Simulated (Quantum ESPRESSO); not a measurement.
# Kohn-Sham bands of HfBe$_{5}$ (P6/mmm)

```yaml
crystal:
  lattice:
    - [4.51940, 0.00000, 0.00000]
    - [-2.25970, 3.91392, 0.00000]
    - [0.00000, 0.00000, 3.43969]
  atoms:
    - { symbol: Hf, position: [0.00000, 0.00000, 0.00000] }
    - { symbol: Be, position: [0.33333, 0.66667, 0.00000] }
    - { symbol: Be, position: [0.66667, 0.33333, 0.00000] }
    - { symbol: Be, position: [0.50000, 0.00000, 0.50000] }
    - { symbol: Be, position: [0.50000, 0.50000, 0.50000] }
    - { symbol: Be, position: [0.00000, 0.50000, 0.50000] }
```

Structure: Materials Project mp-2025, symmetrised, not relaxed again. Not found in the COD (Crystallography Open Database) copy used; not checked further. Level: PBEsol, no spin polarisation, no spin-orbit coupling; pw.x of Quantum ESPRESSO at 71 Ry with PseudoDojo potentials, 4×4×6 k-points, Wannier90. Density: 12×12×12 mesh, cold smearing 0.01 Ry. Spin-orbit coupling is left out although heavy elements are present.

List the Kohn-Sham levels between −8 and 3.0 eV relative to the Fermi level at the high-symmetry points, as a band run of pw.x on that density gives them (levels within 2 meV counted together).


| point | k (reciprocal lattice) | levels (eV) |
|---|---|---|
| Γ | 0.000 0.000 0.000 | -3.39, -3.39 (×2), -1.38, -1.03, -0.77 (×2), 2.95 (×2) |
| M | 0.500 0.000 0.000 | -7.42, -7.25, -3.78, -3.00, -1.25, -0.22, 0.03, 1.44, 2.17, 2.92 |
| K | 0.333 0.333 0.000 | -6.86 (×2), -6.06, -0.68, -0.51 (×2), -0.47 (×2) |
| A | 0.000 0.000 0.500 | -7.19, -6.57, -3.11, -2.93 (×2), -1.88 (×2) |
| L | 0.500 0.000 0.500 | -6.10, -5.16, -4.77, -4.67, -2.13, -1.59, -1.15, 0.09, 1.24 |
| H | 0.333 0.333 0.500 | -5.53 (×2), -4.44 (×2), -3.63, -2.20, 0.66 (×2), 1.46 (×2) |
